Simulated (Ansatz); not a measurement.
Data:

BN:
```cif
data_B2N2
_chemical_formula_sum 'B2 N2'
_space_group_name_H-M_alt 'P 1'
_space_group_IT_number 1
_cell_length_a 2.50644
_cell_length_b 2.50644
_cell_length_c 6.61708
_cell_angle_alpha 90.000
_cell_angle_beta 90.000
_cell_angle_gamma 120.000
loop_
_space_group_symop_operation_xyz
  'x, y, z'
loop_
_atom_site_label
_atom_site_type_symbol
_atom_site_fract_x
_atom_site_fract_y
_atom_site_fract_z
_atom_site_occupancy
B1 B 0.33333 0.66667 0.25000 1
B2 B 0.66667 0.33333 0.75000 1
N1 N 0.33333 0.66667 0.75000 1
N2 N 0.66667 0.33333 0.25000 1
```

This is the PBE+D3(BJ)-relaxed structure.

**Question.** All from the program Ansatz at the PBE+D3(BJ) level (PAW), unless another level is named. Predict the bulk modulus (Birch–Murnaghan fit).

**Answer.** 27.7 GPa.

**Question.** Predict the zero-point energy.

**Answer.** 153.3 meV/atom.

**Question.** Predict the highest zone-centre frequency (without LO–TO term).

**Answer.** 1354 cm⁻¹.

Space group P6_3/mmc. The PBE+D3(BJ) relaxation kept the symmetry of its start; phonons on a q-mesh show no instability.

Potentials: the later of the program's two PAW sets.
